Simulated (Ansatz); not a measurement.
LiCl (rock salt), relaxed and computed with several functionals in Ansatz (plane waves, PAW). Much of their spread follows the volume that each gives.

```csv
functional,V (Å³/atom),B₀ by P(V) fit (GPa)
PBE,17.08,31.8
HSE06,16.72,33.5
LDA,15.29,40.8
r²SCAN,16.70,?
```

Task: Fit a straight line to ln B₀ against ln V and predict the withheld value.

Result: Least squares on the 3 shown rows: ln B₀ = -2.24 × ln V + (9.818), with a scatter of 0 %. For r²SCAN this gives 33.5. The run itself gave 34.8, outside the scatter: the line misses something about this case.

All cells were relaxed under the symmetry of their starts (and spin orders); stability against distortions was not tested throughout.

Potentials: the later of the program's two PAW sets.

Ansatz (a quantum-chemistry and plane-wave program) is a plane-wave DFT program.
